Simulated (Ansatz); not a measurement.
Input and command of a plane-wave DFT calculation in Ansatz:

```yaml
crystal:
  lattice:
    - [5.240466909, 0.0, 0.0]
    - [0.0, 5.240466909, 0.0]
    - [0.0, 0.0, 3.0478029303]
  atoms:
    - { symbol: Zr, position: [0.0, 0.0, 0.0] }
    - { symbol: Pd, position: [0.5, 0.0, 0.5], spin: 1.0 }
    - { symbol: Pd, position: [0.0, 0.5, 0.5], spin: 1.0 }
    - { symbol: "N", position: [0.23323, 0.23323, 0.0] }
    - { symbol: "N", position: [0.76677, 0.23323, 0.0] }
    - { symbol: "N", position: [0.76677, 0.76677, 0.0] }
    - { symbol: "N", position: [0.23323, 0.76677, 0.0] }
basis:
  ecutwfc: 420
kpoints:
  mp_grid: { grid: [4, 4, 6] }
hamiltonian:
  xc: pbe
scf:
  occupations: { method: gaussian, width: 0.1 }
  lower_state_search: "off"
output:
  forces: true
  stress: true
  eigenvalues: true
  populations: true
magnetization:
  spin_polarized: true
```

```bash
ansatz run input.yaml --threads 1 --pin off --max-ram 2560MiB --backend cpu --events-out ev --progress --plain --runs-dir out
```

Processor: Arm Neoverse V2, 1 thread, on a host shared with other jobs.

Question: How long does it run, and how much memory does it take?

Answer: About 19 s on 1 thread of Arm Neoverse V2, with other jobs on the host, peak memory 0.42 GiB. It solves 42 bands at 24 k points (the mesh reduced by symmetry) with about 1635 plane waves, in 17 SCF iterations.
